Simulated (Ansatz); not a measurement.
Na₈MgMn₂O₈, one structure, two calculations

Cell: a computed structure from the Materials Project (it need not be an observed phase), taken as it stands.

```yaml
crystal:
  lattice:
    - [5.89579, 0.00000, 0.00000]
    - [1.96759, 5.59153, 0.00000]
    - [1.96638, 2.23238, 8.28979]
  atoms:
    - { symbol: Na, position: [0.99786, 0.45218, 0.13244] }
    - { symbol: Na, position: [0.48156, 0.94622, 0.17205] }
    - { symbol: Na, position: [0.47764, 0.36505, 0.30695] }
    - { symbol: Na, position: [0.01172, 0.79397, 0.37001] }
    - { symbol: Na, position: [0.96266, 0.31443, 0.53460] }
    - { symbol: Na, position: [0.36262, 0.05856, 0.68167] }
    - { symbol: Na, position: [0.02396, 0.60040, 0.76365] }
    - { symbol: Na, position: [0.56313, 0.24386, 0.85264] }
    - { symbol: Mg, position: [0.56923, 0.63142, 0.96070] }
    - { symbol: Mn, position: [0.46332, 0.67464, 0.52033] }
    - { symbol: Mn, position: [0.99288, 0.99750, 0.01303] }
    - { symbol: O, position: [0.71122, 0.26136, 0.07419] }
    - { symbol: O, position: [0.25108, 0.70968, 0.10524] }
    - { symbol: O, position: [0.23173, 0.99034, 0.46460] }
    - { symbol: O, position: [0.72859, 0.58440, 0.35882] }
    - { symbol: O, position: [0.27179, 0.46829, 0.54081] }
    - { symbol: O, position: [0.59749, 0.64536, 0.72466] }
    - { symbol: O, position: [0.19593, 0.20078, 0.92589] }
    - { symbol: O, position: [0.79713, 0.83047, 0.95284] }
```

Atoms are numbered from 1 in the order listed; like atoms form one site, named after its first atom.

First run. All values are calculated (Ansatz; DFT, PBE, plane waves and PAW, scalar-relativistic, collinear spin, 420 eV cutoff, Γ-centred 4×4×3 k-points, Fermi–Dirac smearing 0.02 eV), not measured. Start moments as typed (μB): 4 on each Mn, none on the rest.

| site | atom | V_zz (10²¹ V/m²) | η | m (μB) |
| --- | --- | --- | --- | --- |
| Na2 | 2 | 0.55 | 0.71 | 0.00 |
| Na4 | 4 | -1.77 | 0.26 | 0.00 |
| Na7 | 7 | -1.72 | 0.75 | 0.00 |
| Mg | 9 | -1.24 | 0.43 | 0.00 |
| Mn10 | 10 | 6.52 | 0.98 | 2.95 |
| Mn11 | 11 | 4.38 | 0.59 | -2.94 |
| O12 | 12 | 4.45 | 0.86 | -0.04 |
| O13 | 13 | 4.38 | 0.95 | -0.04 |
| O14 | 14 | 3.84 | 0.64 | 0.06 |
| O15 | 15 | 3.75 | 0.75 | 0.07 |
| O16 | 16 | 6.32 | 0.26 | 0.05 |
| O17 | 17 | 2.52 | 0.11 | 0.08 |
| O18 | 18 | -4.74 | 0.88 | -0.07 |
| O19 | 19 | 4.05 | 0.92 | -0.06 |

Second run. The same atoms and settings, except that the functional is r2SCAN and the cutoff is 500 eV.

Question: Given the first result, estimate the second.

Answer: 

```
site  atom   V_zz     η  change of V_zz  m (μB)
 Na2     2   0.54  0.78           -0.01    0.00
 Na4     4  -1.88  0.23           -0.11    0.00
 Na7     7  -1.82  0.78           -0.10    0.00
  Mg     9  -1.31  0.43           -0.07    0.01
Mn10    10   7.52  0.92           +1.00    3.11
Mn11    11   4.56  0.50           +0.18    3.10
 O12    12   4.42  0.92           -0.03    0.03
 O13    13   4.46  0.97           +0.08    0.03
 O14    14   4.15  0.64           +0.31    0.05
 O15    15   3.87  0.78           +0.12    0.06
 O16    16   6.69  0.29           +0.37    0.02
 O17    17   2.17  0.12           -0.35    0.08
 O18    18  -5.16  0.86           -0.42    0.05
 O19    19  -4.06  0.97               –    0.05
```

The largest change of V_zz along a kept axis is on Mn10, from 6.52 to 7.52. In per cent, |V_zz| changes by -3 to +6 on Na, +6 on Mg, +4 to +15 on Mn, -14 to +9 on O (all sites that start above 0.5, bar those whose gradient vanishes or changes sign or whose main axis turns by over 40°). On O19 the largest principal value lies along another axis in the second run, so the two V_zz can't be compared directly. The table leaves out 5 of the 19 sites, with |V_zz| up to 2.78; their tensors move by 0.12 at most along any direction. The statements above cover all sites. The absolute magnetisation of the cell goes from 8.2 to 8.5 μB.

The program didn't check the stability of this electronic state in full, so a lower one may lie near. The magnetic order is the one that the run reached from its start moments, not necessarily the measured one.
For the first run: The largest force is 0.7 eV/Å, so the atoms aren't at the calculated equilibrium and relaxing them would move these values. The moments were started parallel, and the run ended with some of them reversed. With a gap of 0.16 eV under a smearing of 0.02 eV the band edges are partly filled, so small gradients can hang on the smearing and the k-mesh.
For the second run: At this cell the principal stresses reach 5 GPa in size with r2SCAN, which can matter for small gradients. The largest force is 0.8 eV/Å, so the atoms aren't at the calculated equilibrium and relaxing them would move these values. With a gap of 0.7 eV on this mesh, small gradients can still move by 0.1 × 10²¹ V/m² or more as the k-mesh gets denser. All moments are parallel here, as the start or the cell imposes; many such compounds order antiparallel, where fields and spin densities carried over to other atoms largely cancel.
